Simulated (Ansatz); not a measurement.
Cu₂Sb in space group P4/nmm (No. 129; Cu on 2a, Cu on 2c, Sb on 2c), DFT-PBE in the program Ansatz with PAW potentials, all energies at zero smearing, with the estimated change up to a 700 eV cutoff added, with one set of potentials and settings (totals compare only within such a set). Cell of 6 atoms (4 Cu, 2 Sb): -39469.560 eV.

| element | reference phase | E (eV/atom) |
|---|---|---|
| Cu | Fm-3m, 1 atoms in the cell | -6625.1757 |
| Sb | R-3m, 2 atoms in the cell | -6484.4916 |

Formation energy per atom, worked out: (-39469.560 − 4×(-6625.1757) − 2×(-6484.4916))/6 = 0.021 eV/atom (2 kJ per mol of atoms), at 0 K, without zero-point energy or fitted corrections.

The cell is a constructed one: a structure type filled with these elements; the Crystallography Open Database files this formula in space group No. 129, but the cells were not matched. Whether it is the stable phase at ambient conditions was not checked. The PBE relaxation kept the symmetry of its start; its stability against distortions is not shown here. No spin polarisation was allowed. The references are the lowest solids computed at this level, not always the standard phases. Spin–orbit coupling is left out wherever it is not named.

Potentials: the later of the program's two PAW sets.
